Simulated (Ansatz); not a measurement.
LaGa3Pd2 in space group P6/mmm (No. 191; La on 1a, Ga on 3g, Pd on 2c), plane-wave PAW PBE (Ansatz code), all energies at zero smearing, with the estimated change up to a 700 eV cutoff added, with one set of potentials and settings (totals compare only within such a set). Cell of 6 atoms (1 La, 3 Ga, 2 Pd): -31549.403 eV.

| element | reference phase | E (eV/atom) |
|---|---|---|
| La | P6_3/mmc, 4 atoms in the cell | -6250.0953 |
| Ga | Cmce, 4 atoms in the cell | -3783.0209 |
| Pd | Fm-3m, 1 atoms in the cell | -6972.8544 |

Formation energy per atom, worked out: (-31549.403 − 1×(-6250.0953) − 3×(-3783.0209) − 2×(-6972.8544))/6 = -0.756 eV/atom (-73 kJ per mol of atoms), at 0 K, without zero-point energy or fitted corrections.

The first step of the workflow began from a Materials Project structure, measured or hypothetical; the Crystallography Open Database files this formula in space group No. 191, but the cells were not matched. Its standing as an ambient phase is unchecked. The cell was relaxed with PBE under the symmetry of its start; its stability against distortions is not shown here. The run is not spin-polarised. The references are the lowest solids computed at this level, not always the standard phases. Spin–orbit coupling is left out wherever it is not named.

Potentials: the later of the program's two PAW sets.
